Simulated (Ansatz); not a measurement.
Formation energy of FePt

The computed numbers are results of PBE with spin–orbit coupling (two-component spinors) in the plane-wave PAW code Ansatz at 420 eV, 12×12×10 k-mesh, Gaussian smearing of 0.05 eV; PAW files: Ansatz's generated set soft_2.

The chain of runs began from a cell as deposited in COD, expanded in volume.

Symmetry: P4/mmm, No. 123, tetragonal system. The conventional cell has a = 2.726 Å, b = 2.726 Å, c = 3.763 Å, α = 90.00°, β = 90.00°, γ = 90.00°. Around Fe (site symmetry 4/mmm) lie 8 Pt at 2.69 Å and 4 Fe at 2.73 Å. Pt (site symmetry 4/mmm) has 8 Fe at 2.69 Å and 4 Pt at 2.73 Å as nearest neighbours. (Neighbours are counted to 15 % beyond the shortest distance.)

The elements were computed in their standard states with the same datasets, cutoff and functional. The compound's run is ferromagnetic, with site spin moments Fe 2.80; Pt 0.35 μB. Total energies depend on the potentials used, so only differences within one code and one set of settings carry meaning.

Energy of the relaxed cell (2 atoms, smearing extrapolated to zero): -17038.763 eV. Elements, in eV/atom: Fe -4480.684, Pt -12557.653.

Problem. What is the formation energy?

Solution. [-17038.763 − (1 × -4480.684 + 1 × -12557.653)] / 2 = -0.21 eV/atom, or -21 kJ per mole of atoms.

The value is for 0 K, without zero-point energy. A negative value shows stability against the elements alone, not against other compounds or structures.

Site moments are of spin, integrated over Gaussian weights of 0.5 Å, which gives about a tenth less on f atoms than spheres do. Only parallel moments were tried, so the real magnetic order may be another.
